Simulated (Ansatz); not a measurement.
## Na: strain energy, fitted

Na, C2/m, a = 6.408 Å, b = 3.741 Å, c = 9.416 Å, β = 104.8°. This isn't the element's structure at ambient conditions. Ansatz: PBEsol, PAW, 420 eV, Γ-centred 6×10×4 mesh on 6 atoms, Gaussian smearing 0.10 eV; no spin polarisation. Series: uniaxial strain along c, with a, b and atoms relaxed; x is the strain in per cent. y is the free energy over the unstrained cell, V0 = 36.368 Å³/atom.

| x (%) | y (meV/atom) |
| --- | --- |
| -3.0 | 1.57 |
| -2.0 | ? |
| -1.0 | 0.11 |
| 0.0 | 0.00 |
| 1.0 | 0.16 |
| 2.0 | 0.65 |
| 3.0 | 1.52 |

Q: Fit y = c2 x² + c3 x³ to the other rows, turn c2 into a modulus, and predict the missing energy.

A: Least squares on the rows shown. y = 0.1706 x² − 0.001024 x³. In eV per unit strain² c2 is 1.706; this is Young's modulus along the axis (E = ½ Y V0 ε²): 2 × 1.706 × 160.2 / (36.368) = 15.0 GPa. Energies this small carry numerical noise of a few hundredths of a meV. With a term in x⁴ added, the coefficient of x² becomes 0.1513, 11 % less, which shows how far this figure hangs on the form. At x = -2.0 the fit asked for gives 0.69 meV/atom. The run gave 0.65 meV/atom, so the fit is 0.04 meV/atom too high, within twice the rms miss on the fitted rows (0.03 meV/atom).